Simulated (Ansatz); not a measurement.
A 12-atom cell of ZrSn3O8 built on monoclinic HfO2 (relaxed group P2): a relaxation of cell and atoms in Ansatz (r2SCAN). It starts from the PBE minimum.

```yaml
crystal:
  lattice:
    - [5.2700493085, 0.0457388313, 0.4276510536]
    - [0.046245853, 4.8721307578, 0.0056436374]
    - [-0.4696354601, -0.0021658647, 5.7817702025]
  atoms:
    - { symbol: Zr, position: [0.2500103314, 0.499978447, 0.6825491727] }
    - { symbol: Sn, position: [0.7499946693, 0.9999834668, 0.8326166168] }
    - { symbol: Sn, position: [0.7499969338, 0.5000057604, 0.3297162533] }
    - { symbol: Sn, position: [0.2500083781, 1.17694e-05, 0.1720132885] }
    - { symbol: O, position: [0.4237577806, 0.7797593392, 0.8916829768] }
    - { symbol: O, position: [0.5797087346, 0.272442604, 0.6047858397] }
    - { symbol: O, position: [0.5731132196, 0.235537391, 0.1024347215] }
    - { symbol: O, position: [0.4201747834, 0.7265645201, 0.3926258441] }
    - { symbol: O, position: [0.0798345474, 0.2734429565, 0.3926159671] }
    - { symbol: O, position: [0.9268786901, 0.7644914152, 0.1024655742] }
    - { symbol: O, position: [0.9202987861, 0.7275349601, 0.6048103877] }
    - { symbol: O, position: [0.0762231457, 0.2202473705, 0.8916833576] }
kpoints:
  mp_grid: { grid: [4, 6, 4] }
hamiltonian:
  xc: r2scan
scf:
  occupations: { method: fermi_dirac, width: 0.02 }
relax:
  f_tol: 0.005
  cell: {}
output:
  write_density: true
  write_potential: true
  elf: true
  volumetric_format: npy
```

The trajectory has 7 recorded frames, each with positions in Å and forces in eV/Å. Some frames, the last among them, repeat a geometry solved again on a basis re-selected at its cell; pressure is positive in compression.

Step 1: energy 0.0 meV/atom from step 1, largest force component 0.240 eV/Å, pressure -6.64 GPa
```xyz
12
Lattice="5.2700 0.0457 0.4277 0.0462 4.8721 0.0056 -0.4696 -0.0022 5.7818" Properties=species:S:1:pos:R:3:forces:R:3 pbc="T T T"
Zr    1.0201    2.4459    4.0561    0.0035    0.0002   -0.0431
Sn    3.6077    4.9046    5.1404   -0.0041    0.0002    0.0542
Sn    3.8208    2.4697    2.2299   -0.0083   -0.0001    0.1039
Sn    1.2368    0.0111    1.1015    0.0070   -0.0001   -0.0893
O     1.8505    3.8165    5.3411    0.1001    0.2329    0.1137
O     2.7837    1.3526    3.7462    0.2004   -0.0439    0.0505
O     2.9831    1.1736    0.8387    0.0379   -0.1024    0.0855
O     2.0636    3.5583    2.4539    0.1008    0.0342   -0.2267
O     0.2490    1.3351    2.3057   -0.0629   -0.0340   -0.2399
O     4.8719    3.7669    0.9931   -0.0515    0.1021    0.0782
O     4.5996    3.5854    3.8945   -0.2060    0.0438    0.0173
O    -0.0069    1.0746    5.1893   -0.1168   -0.2330    0.0958
```

Step 2: energy -9.5 meV/atom from step 1, largest force component 0.068 eV/Å, pressure +0.75 GPa
```xyz
12
Lattice="5.2055 0.0444 0.4226 0.0449 4.8180 0.0055 -0.4629 -0.0022 5.7011" Properties=species:S:1:pos:R:3:forces:R:3 pbc="T T T"
Zr    1.0079    2.4185    3.9998   -0.0048    0.0003    0.0568
Sn    3.5635    4.8494    5.0706    0.0045    0.0004   -0.0551
Sn    3.7742    2.4416    2.1958    0.0017   -0.0001   -0.0178
Sn    1.2217    0.0108    1.0874   -0.0019   -0.0002    0.0236
O     1.8337    3.7734    5.2796    0.0194    0.0683    0.0226
O     2.7577    1.3277    3.6863    0.0533   -0.0164    0.0086
O     2.9452    1.1608    0.8262    0.0181    0.0267    0.0234
O     2.0457    3.5255    2.4190   -0.0162    0.0112   -0.0521
O     0.2387    1.3131    2.2715    0.0248   -0.0119   -0.0494
O     4.8131    3.7235    0.9789   -0.0213   -0.0272    0.0204
O     4.5370    3.5541    3.8316   -0.0547    0.0171    0.0002
O    -0.0136    1.0629    5.1286   -0.0228   -0.0681    0.0188
```

Task: Estimate where the relaxation ends.

Result:
Step 3: energy -9.7 meV/atom from step 1, largest force component 0.020 eV/Å, pressure -0.03 GPa
```xyz
12
Lattice="5.2131 0.0468 0.4232 0.0471 4.8243 0.0057 -0.4636 -0.0022 5.7086" Properties=species:S:1:pos:R:3:forces:R:3 pbc="T T T"
Zr    1.0102    2.4223    4.0080   -0.0002    0.0002    0.0063
Sn    3.5709    4.8575    5.0774    0.0007    0.0003   -0.0116
Sn    3.7808    2.4465    2.1988   -0.0002   -0.0001   -0.0016
Sn    1.2235    0.0113    1.0884   -0.0013   -0.0001    0.0167
O     1.8374    3.7854    5.2840   -0.0002    0.0016   -0.0092
O     2.7662    1.3346    3.6945    0.0062   -0.0095    0.0101
O     2.9516    1.1620    0.8306    0.0096    0.0197    0.0031
O     2.0466    3.5263    2.4173   -0.0069    0.0151   -0.0082
O     0.2441    1.3197    2.2702    0.0075   -0.0147   -0.0069
O     4.8198    3.7321    0.9833   -0.0097   -0.0198    0.0017
O     4.5407    3.5573    3.8394   -0.0072    0.0092    0.0088
O    -0.0120    1.0585    5.1329    0.0015   -0.0018   -0.0092
```

Step 4: energy -9.7 meV/atom from step 1, largest force component 0.011 eV/Å, pressure -0.02 GPa
```xyz
12
Lattice="5.2129 0.0477 0.4232 0.0480 4.8260 0.0057 -0.4633 -0.0022 5.7064" Properties=species:S:1:pos:R:3:forces:R:3 pbc="T T T"
Zr    1.0108    2.4234    4.0067   -0.0012    0.0002    0.0108
Sn    3.5718    4.8599    5.0759    0.0005    0.0002   -0.0050
Sn    3.7812    2.4481    2.1987    0.0004    0.0000   -0.0014
Sn    1.2235    0.0116    1.0879   -0.0008    0.0000    0.0080
O     1.8382    3.7880    5.2808   -0.0004    0.0013    0.0015
O     2.7669    1.3354    3.6940    0.0006    0.0022   -0.0022
O     2.9515    1.1643    0.8305    0.0044    0.0028   -0.0023
O     2.0471    3.5288    2.4166   -0.0033    0.0019   -0.0030
O     0.2445    1.3194    2.2694    0.0042   -0.0024   -0.0028
O     4.8206    3.7328    0.9833   -0.0039   -0.0031   -0.0029
O     4.5409    3.5594    3.8388   -0.0008   -0.0018   -0.0021
O    -0.0113    1.0580    5.1297    0.0002   -0.0013    0.0014
```

Step 5: energy -9.7 meV/atom from step 1, largest force component 0.006 eV/Å, pressure 0.00 GPa
```xyz
12
Lattice="5.2128 0.0478 0.4232 0.0480 4.8261 0.0057 -0.4632 -0.0022 5.7050" Properties=species:S:1:pos:R:3:forces:R:3 pbc="T T T"
Zr    1.0107    2.4235    4.0076    0.0000    0.0000   -0.0003
Sn    3.5719    4.8602    5.0735   -0.0005    0.0000    0.0059
Sn    3.7812    2.4482    2.1974   -0.0001   -0.0002    0.0006
Sn    1.2234    0.0116    1.0888    0.0003    0.0000   -0.0020
O     1.8383    3.7885    5.2802    0.0014    0.0004   -0.0010
O     2.7666    1.3359    3.6925    0.0017   -0.0007   -0.0015
O     2.9516    1.1649    0.8294   -0.0013   -0.0002   -0.0007
O     2.0470    3.5289    2.4165   -0.0001   -0.0001    0.0012
O     0.2446    1.3195    2.2693   -0.0002    0.0001    0.0012
O     4.8206    3.7325    0.9821    0.0014    0.0001   -0.0004
O     4.5412    3.5593    3.8374   -0.0014    0.0007   -0.0017
O    -0.0113    1.0576    5.1290   -0.0012   -0.0003   -0.0012
```

Step 6: energy -9.7 meV/atom from step 1, largest force component 0.002 eV/Å, pressure 0.00 GPa
```xyz
12
Lattice="5.2128 0.0480 0.4232 0.0482 4.8257 0.0058 -0.4632 -0.0022 5.7056" Properties=species:S:1:pos:R:3:forces:R:3 pbc="T T T"
Zr    1.0108    2.4234    4.0078    0.0001    0.0000   -0.0014
Sn    3.5721    4.8599    5.0745    0.0001    0.0000   -0.0014
Sn    3.7813    2.4481    2.1978   -0.0001    0.0001    0.0017
Sn    1.2234    0.0116    1.0887    0.0000    0.0000    0.0005
O     1.8385    3.7883    5.2806    0.0001    0.0001    0.0006
O     2.7669    1.3357    3.6928   -0.0004    0.0004    0.0000
O     2.9515    1.1650    0.8295    0.0002    0.0001    0.0000
O     2.0471    3.5287    2.4167    0.0002    0.0000   -0.0002
O     0.2447    1.3193    2.2695   -0.0001    0.0000   -0.0002
O     4.8209    3.7323    0.9823   -0.0002   -0.0001   -0.0001
O     4.5412    3.5594    3.8377    0.0003   -0.0004    0.0000
O    -0.0114    1.0576    5.1294   -0.0002   -0.0001    0.0006
```

Step 7: energy -9.4 meV/atom from step 1, largest force component 0.002 eV/Å, pressure +0.01 GPa
```xyz
12
Lattice="5.2128 0.0480 0.4232 0.0482 4.8257 0.0058 -0.4632 -0.0022 5.7056" Properties=species:S:1:pos:R:3:forces:R:3 pbc="T T T"
Zr    1.0108    2.4234    4.0078    0.0001    0.0000   -0.0012
Sn    3.5721    4.8599    5.0745    0.0001    0.0000   -0.0013
Sn    3.7813    2.4481    2.1978   -0.0001    0.0001    0.0017
Sn    1.2234    0.0116    1.0887    0.0000    0.0000    0.0003
O     1.8385    3.7883    5.2806    0.0000    0.0000    0.0006
O     2.7669    1.3357    3.6928   -0.0004    0.0004   -0.0002
O     2.9515    1.1650    0.8295    0.0002    0.0001   -0.0001
O     2.0471    3.5287    2.4167    0.0001   -0.0001   -0.0001
O     0.2447    1.3193    2.2695   -0.0001    0.0000   -0.0001
O     4.8209    3.7323    0.9823   -0.0001    0.0000   -0.0002
O     4.5412    3.5594    3.8377    0.0004   -0.0004   -0.0001
O    -0.0114    1.0576    5.1294   -0.0001    0.0000    0.0006
```

The walk took 6 steps, besides SCFs solved again on a fresh basis, and changed the volume by -3.3 %. The last SCF, on a fresh basis, lies 9.4 meV an atom below the first. Final cell: space group P2 (No. 3), monoclinic; a = 4.826 Å, b = 5.724 Å, c = 5.230 Å, β = 91.1° in the conventional setting, 12.04 Å³ an atom. Zr is surrounded by 6 O at 2.04–2.20 Å; Sn is surrounded by 6 O at 2.04–2.12 Å; Sn is surrounded by 6 O at 2.05–2.12 Å; Sn is surrounded by 6 O at 2.02–2.11 Å; O is surrounded by 1 Zr at 2.04 Å and 2 Sn at 2.05–2.11 Å; O is surrounded by 2 Sn at 2.04–2.12 Å and 1 Zr at 2.09 Å; O is surrounded by 3 Sn at 2.05–2.12 Å; O is surrounded by 2 Sn at 2.02–2.05 Å and 1 Zr at 2.20 Å.

It took 23 s on 1 × NVIDIA H100 80GB HBM3 with 2 threads of AMD EPYC 7R13 Processor (Zen 3), on a shared host, load about 1.8 per core; peak host memory 1.5 GiB.

Values at 0 K without nuclear motion; spin polarisation is off, and the phase may be a hypothetical one.
